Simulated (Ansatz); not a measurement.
BaGePt: pressure against volume

A database entry relaxed whole under r2SCAN (P2_13):

```
Ba Ge Pt
1.0
     6.79188    0.00000    0.00000
     0.00000    6.79188    0.00000
     0.00000    0.00000    6.79188
Ba Ge Pt
4 4 4
Direct
  0.13780 0.13780 0.13780
  0.36220 0.86220 0.63780
  0.63780 0.36220 0.86220
  0.86220 0.63780 0.36220
  0.84348 0.84348 0.84348
  0.65652 0.15652 0.34348
  0.34348 0.65652 0.15652
  0.15652 0.34348 0.65652
  0.40899 0.40899 0.40899
  0.09101 0.59101 0.90899
  0.90899 0.09101 0.59101
  0.59101 0.90899 0.09101
```

The cell was scaled uniformly, its shape held, and the atoms relaxed at each volume with plane-wave PAW DFT (Ansatz 0.2.0; r2SCAN, 500 eV, 5×5×5 Γ-centred mesh, fermi-dirac occupations of width 0.100 eV; no spin, no spin-orbit coupling). One row is withheld.

| volume (Å³/atom) | energy over the lowest (meV/atom) | pressure (GPa) |
| --- | --- | --- |
| 24.542 | 23.7 | 5.18 |
| 25.065 | 10.0 | 3.25 |
| 25.587 | 2.4 | 1.54 |
| 26.109 | 0.0 | -0.02 |
| 26.631 | ? | ? |
| 27.153 | 9.1 | -2.67 |
| 27.675 | 19.5 | -3.72 |

**Question.** Fit the pressures of the other rows to the third-order Birch-Murnaghan form.

**Answer.** With f = [(V₀/V)^(2/3) − 1]/2 and P = 3B₀f(1 + 2f)^(5/2)[1 + 3(B₀′ − 4)f/2], least squares gives V₀ = 26.10 Å³ an atom, B₀ = 73.1 GPa and B₀′ = 4.6; the rows miss the fit by 0.03 GPa. The slope of the energies differs from these pressures by less than 0.05 GPa.

**Question.** What does the withheld row hold?

**Answer.** The fit gives -1.40 GPa at 26.631 Å³; the run gave -1.42 GPa and 2.4 meV an atom.

Caveats: the shape of the cell was held; 0 K, fixed nuclei; the symmetry was kept, and this need not be the phase that is stable at 0 K; one mesh for all volumes; pressure is positive in compression.
